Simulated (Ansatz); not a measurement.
Q: Each is relaxed and computed with PBEsol (plane waves, PAW; program Ansatz). Which is the only one with a gap?
(A) LaWN3, R3c (La on 6a, W on 6a, N on 18b)
(B) LaSb, rock salt
(C) P2W, Cmc2_1 (P on 4a, P on 4a, W on 4a)
(D) LaB6, Pm-3m (La on 1a, B on 6f)

A: A, LaWN3, R3c (La on 6a, W on 6a, N on 18b). LaWN3: gap 0.98 eV (indirect); P2W: metal; LaB6: metal; LaSb: metal. Standing as an ambient phase not checked: LaWN3, R3c (La on 6a, W on 6a, N on 18b); P2W, Cmc2_1 (P on 4a, P on 4a, W on 4a); LaSb, rock salt. All cells were relaxed under the symmetry of their starts (and spin orders); stability against distortions was not tested throughout. Rows with no word on spin ran without spin polarisation. Spin–orbit coupling is left out wherever it is not named.

Potentials: the later of the program's two PAW sets.
